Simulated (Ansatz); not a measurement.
CH3OH on the (100) surface of Rh, space group Fm-3m (No. 225) (top face towards +c; held atoms: 1, 2, 3, 4, 5, 6, 7, 8), one molecule per 28.8 Å². Starting structure (random tilt, lowest atom H over a bridge Rh-Rh site; the molecule's atoms stand last):

```
Rh C O H
1.0
     5.36480    0.00000    0.00000
     0.00000    5.36480    0.00000
     0.00000    0.00000   26.09792
Rh C O H
16 1 1 4
Cartesian
  1.3412 1.3412 8.0000
  1.3412 4.0236 8.0000
  4.0236 1.3412 8.0000
  4.0236 4.0236 8.0000
  2.6824 2.6824 9.8967
  2.6824 0.0000 9.8967
  0.0000 2.6824 9.8967
  0.0000 0.0000 9.8967
  4.0236 4.0236 11.8114
  4.0236 1.3412 11.8114
  1.3412 4.0236 11.8114
  1.3412 1.3412 11.8114
  0.0000 0.0000 13.6630
  0.0000 2.6824 13.6630
  2.6824 0.0000 13.6630
  2.6824 2.6824 13.6630
  -0.6815 0.8199 16.2163
  0.0497 0.3856 17.3265
  -1.1382 -0.0488 15.6942
  0.0000 1.3412 15.5130
  -1.4774 1.5279 16.5343
  -0.6009 -0.0709 17.9207
```

These are results of Ansatz, DFT PBE+D3(BJ), scalar-relativistic, plane waves, PAW, not measurements. Cutoff 420 eV; k points 4×4×1 on the computed 22-atom cell (Γ-centred); Gaussian smearing, width 0.10 eV; no spin polarisation. A dipole correction removes the field between periodic images along c.

E_ads is per molecule, from the clean relaxed slab and the free relaxed molecule; negative means bound; no zero-point or thermal terms, forces under 0.04 eV/Å, and the free molecule is spin-polarised where open-shell. Heights count from the highest slab atom.

**Question.** How strongly does it adsorb?

**Answer.** -0.74 eV.

**Question.** Does the molecule survive, and how close does it come to the surface?

**Answer.** It stays whole. Its lowest atom lies 2.08 Å over the highest slab atom; shortest contacts O–Rh 2.29 Å.

**Question.** How do the dipole along +c and the top face's work function change?

**Answer.** The dipole changes by +0.255 e·Å a cell, the work function by -1.58 eV.

Each end is the local minimum that its start leads to.

Spin polarisation was left out, and a magnetic state may lie lower.